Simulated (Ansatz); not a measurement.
Given:

SnO₂:
```
CELL_PARAMETERS angstrom
      3.55729     0.00000     0.00000
      0.00000     3.55729     0.00000
      0.00000     0.00000     5.40033
ATOMIC_POSITIONS crystal
  Sn 0.00000 0.00000 0.00000
  Sn 0.50000 0.50000 0.50000
  O  0.00000 0.50000 0.18210
  O  0.00000 0.50000 0.68210
  O  0.50000 0.00000 0.31790
  O  0.50000 0.00000 0.81790
```

This is the PBEsol-relaxed structure.

### Question
All from DFT-PBEsol in the program Ansatz with PAW potentials, unless another level is named. Estimate the electron effective mass with spin–orbit coupling.

### Answer
0.14, 0.14, 0.17 mₑ (principal values).

### Question
Predict the gap with spin–orbit coupling.

### Answer
0.94 eV.

### Question
What about the smallest direct gap on the standard path?

### Answer
1.04 eV.

### Question
Give the HSE06 gap on the PBEsol cell.

### Answer
2.47 eV.

Space group P4_2/nmc. The cell is a constructed one: a structure type filled with these elements; neither database checked (COD, Materials Project) lists it. It is not the phase usual at ambient conditions (space group No. 136). The cell was relaxed with PBEsol under the symmetry of its start. At this level the phase is dynamically unstable (imaginary phonons). Scalar-relativistic: spin–orbit coupling is off unless named, which matters more the heavier the elements.

Potentials: the earlier of the program's two PAW sets. The files were generated under PBE; for other functionals the program regenerates the frozen cores, and for LDA and PBEsol the local potential too.
